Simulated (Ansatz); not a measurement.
# Ti5Si: clamped-ion elastic tensor

These are results of Ansatz 0.2.0, DFT PBE, scalar-relativistic, plane waves, PAW, not measurements. Settings: 420 eV plane-wave cutoff, Γ-centred 12×12×12 mesh, Fermi-Dirac smearing of 0.15 eV. No spin polarisation.

Equilibrium structure at this level:
```
CELL_PARAMETERS angstrom
2.52715 1.45905 4.43614
-2.52715 1.45905 4.43614
0.00000 -2.91810 4.43614
ATOMIC_POSITIONS crystal
Ti 0.14974 0.14974 0.14974
Ti 0.60248 0.39752 0.00000
Ti 0.00000 0.60248 0.39752
Ti 0.85026 0.85026 0.85026
Ti 0.39752 0.00000 0.60248
Si 0.50000 0.50000 0.50000
```

In a metal, frequencies and elastic constants depend on the k mesh and the smearing, soft modes and shear constants most.

Task: Give the clamped-ion elastic constants (GPa, Voigt order xx yy zz yz xz xy, on the axes of the cell above).

Result:
```
198.1  65.4  83.8   8.6   0.0   0.0
 65.4 198.1  83.8  -8.6   0.0   0.0
 83.8  83.8 235.6   0.0   0.0   0.0
  8.6  -8.6   0.0  74.4   0.0   0.0
  0.0   0.0   0.0   0.0  74.4   8.6
  0.0   0.0   0.0   0.0   8.6  66.4
```

Task: And the moduli of a polycrystal (Hill averages)?

Result: B = 121 GPa, G = 69 GPa, E = 174 GPa, ν = 0.26.

Whether Ti5Si exists in this form wasn't checked.

Cost: 1 run of about 16 core-minutes, on Arm Neoverse V2 (shared hosts).